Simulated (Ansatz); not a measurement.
# Ta₃Sb: pressure against volume

Ta₃Sb, Pm-3n, a = 5.270 Å. The structure is a COD entry; whether it is the stable form wasn't checked. Ansatz: r2SCAN, PAW, 500 eV, Γ-centred 8×8×8 mesh on 8 atoms, Gaussian smearing 0.10 eV; no spin polarisation. Symmetry fixes shape and atoms, so the cell is only scaled; pressure is positive in compression.

| V (Å³/atom) | P (GPa) |
| --- | --- |
| 16.098 | 33.29 |
| 16.647 | 22.90 |
| 17.196 | 14.03 |
| 17.744 | ? |
| 18.293 | -0.01 |
| 18.842 | -5.54 |
| 19.391 | -10.27 |
| 20.123 | -15.51 |

Take V0 = 18.293 Å³/atom, count pressures from its P0 = -0.01 GPa, fit the third-order Birch–Murnaghan form to the other rows, and predict the missing pressure.

With the Eulerian strain f = ½[(V0/V)^(2/3) − 1] and y = (P − P0)/[3f(1 + 2f)^(5/2)], the form is the line y = B0 + 1.5 B0 (B0′ − 4) f. Rows (f, y): 0.04448, 201.7; 0.03244, 201.2; 0.02104, 200.7; -0.00976, 198.4; -0.01906, 197.7; -0.03079, 196.7. Means f = 0.006392, y = 199.40; Σ(Δf)² = 0.004635, ΣΔfΔy = 0.3133; the slope is their ratio. y = 199.0 + 67.60 f GPa, so B0 = 199.0 GPa and B0′ = 4 + 2 × (67.60)/(3 × 199.0) = 4.23. At V = 17.744, f = 0.01026, y = 199.69 and P = 6.46 GPa. The run gave 6.46 GPa, the same to the digits shown.

Spin–orbit coupling is left out, which can shift energies with elements as heavy as these.

Cost: 8 runs of about 6.6 core-minutes in all, on Oxide Virtual Turin-like Processor (Zen 5) (shared hosts).